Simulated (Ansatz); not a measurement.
## Yb: computed property card

Yb:
```cif
data_Yb2
_chemical_formula_sum 'Yb2'
_space_group_name_H-M_alt 'Im-3m'
_space_group_IT_number 229
_space_group_name_Hall '-I 4 2 3'
_cell_length_a 3.87834
_cell_length_b 3.87834
_cell_length_c 3.87834
_cell_angle_alpha 90.000
_cell_angle_beta 90.000
_cell_angle_gamma 90.000
loop_
_atom_site_label
_atom_site_type_symbol
_atom_site_symmetry_multiplicity
_atom_site_Wyckoff_symbol
_atom_site_fract_x
_atom_site_fract_y
_atom_site_fract_z
_atom_site_occupancy
Yb1 Yb 2 a 0.00000 0.00000 0.00000 1
```
(The calculation used a cell of 1 atom; values per cell refer to that cell.)

Space group Im-3m (No. 229), bcc (W type); conventional cell a = b = c = 3.8783 Å, α = β = γ = 90.00°.

Method: plane-wave PAW LDA (Ansatz code). The cell and atoms are relaxed at this level. Other levels are named where they apply.

**Cell and energy**

Volume per atom: 29.17 Å³
Density: 9.85 g/cm³

**Electronic structure**

* **Electronic character**: metallic (no gap)
* **Density of states at the Fermi level**: 0.90 states/eV per atom (mean over ±0.08 eV)

**Mechanics**

* **Bulk modulus (Birch–Murnaghan fit)**: 27.4 GPa
* **Pressure derivative B′**: 3.7
* **Elastic constants (relaxed ions, GPa)**: C11 = 38.7, C12 = 22.0, C44 = 34.3
* **Mechanical stability**: stable (all eigenvalues of C positive)
* **Hill bulk and shear moduli**: 27.6 and 19.6 GPa
* **Young's modulus**: 47.6 GPa
* **Poisson's ratio**: 0.21
* **Debye temperature from the elastic constants**: 151 K

The workflow started from a Materials Project entry (that database holds measured and hypothetical structures alike); the Crystallography Open Database copy checked does not list it. It is not the phase usual at ambient conditions (space group No. 225). Symmetry was held in the LDA relaxation; its stability against distortions is not shown here. The run is not spin-polarised. The 4f shell is in the valence. No Hubbard U is applied. As this level gives no gap, shear constants depend on the k-mesh and smearing (Fermi–Dirac, 0.1 eV here). Scalar-relativistic: spin–orbit coupling is off unless named, which matters more the heavier the elements.

Potentials: the later of the program's two PAW sets.
